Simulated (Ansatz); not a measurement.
### Question
Each is relaxed and computed with plane-wave PAW r²SCAN (Ansatz code). Which is the only metal?
A) ScTaPb2O6, Fm-3m (Sc on 4a, Ta on 4b, Pb on 8c, O on 24e)
B) AlN, P4_2/mnm (Al on 4g, N on 4f)
C) SiC, Pm-3n (Si on 6c, C on 6d)
D) Sc2AlC, P6_3/mmc (Sc on 4f, Al on 2d, C on 2a)

### Answer
D, Sc2AlC, P6_3/mmc (Sc on 4f, Al on 2d, C on 2a). Sc2AlC: metal; AlN: gap 4.48 eV; ScTaPb2O6: gap 3.07 eV (direct); SiC: gap 2.10 eV (indirect). Typed or built starts, not in the databases checked: AlN, P4_2/mnm (Al on 4g, N on 4f); SiC, Pm-3n (Si on 6c, C on 6d). Not the usual ambient phase: AlN, P4_2/mnm (Al on 4g, N on 4f); SiC, Pm-3n (Si on 6c, C on 6d). Standing as an ambient phase not checked: Sc2AlC, P6_3/mmc (Sc on 4f, Al on 2d, C on 2a); ScTaPb2O6, Fm-3m (Sc on 4a, Ta on 4b, Pb on 8c, O on 24e). All cells were relaxed under the symmetry of their starts (and spin orders); stability against distortions was not tested throughout. Rows with no word on spin ran without spin polarisation. Scalar-relativistic: spin–orbit coupling is off unless named, which matters more the heavier the elements.

Potentials: the later of the program's two PAW sets.
